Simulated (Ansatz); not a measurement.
AlN:
```yaml
crystal:
  lattice:
    - [3.11818, 0.00000, 0.00000]
    - [-1.55909, 2.70042, 0.00000]
    - [0.00000, 0.00000, 15.19865]
  atoms:
    - { symbol: Al, position: [0.00000, 0.00000, 0.99964] }
    - { symbol: Al, position: [0.00000, 0.00000, 0.49964] }
    - { symbol: Al, position: [0.66667, 0.33333, 0.83389] }
    - { symbol: Al, position: [0.33333, 0.66667, 0.33389] }
    - { symbol: Al, position: [0.66667, 0.33333, 0.16673] }
    - { symbol: Al, position: [0.33333, 0.66667, 0.66673] }
    - { symbol: N, position: [0.00000, 0.00000, 0.87450] }
    - { symbol: N, position: [0.00000, 0.00000, 0.37450] }
    - { symbol: N, position: [0.66667, 0.33333, 0.70803] }
    - { symbol: N, position: [0.33333, 0.66667, 0.20803] }
    - { symbol: N, position: [0.66667, 0.33333, 0.04091] }
    - { symbol: N, position: [0.33333, 0.66667, 0.54091] }
```

Relaxed with PBE. Special points in fractions of this cell's reciprocal vectors: Γ (0.000, 0.000, 0.000); M (0.500, 0.000, 0.000); K (0.333, 0.333, 0.000); A (0.000, 0.000, 0.500); L (0.500, 0.000, 0.500); H (0.333, 0.333, 0.500).

Question: List the band energies nearest the valence-band maximum at these points for the program Ansatz at the PBE level (PAW).

Answer: In eV from the valence-band maximum; about four levels below and three above (degenerate sets whole), none deeper than 8.9 eV; points with the same levels are listed once.

```csv
k,below,above
Γ,-0.18 -0.18 -0.06 -0.06 0.00,3.99 5.36 5.50
M,-0.93 -0.89 -0.77 -0.53,3.80 4.25 5.53
K,-1.64 -1.10 -0.99 -0.99,5.72 5.72 5.95
A,-0.09 -0.09 -0.09 -0.09,4.49 4.49 6.26 6.26
L,-0.86 -0.86 -0.64 -0.64,3.97 3.97 5.71 5.71
H,-1.34 -1.34 -1.08 -1.08,5.75 5.75 6.15 6.15
```

Space group P6_3mc. The cell is a constructed one: a structure type filled with these elements. Its sites differ from those of the usual phase in this space group: another stacking or structure type. Symmetry was held in the PBE relaxation; phonons on a q-mesh show no instability.

Potentials: the later of the program's two PAW sets.
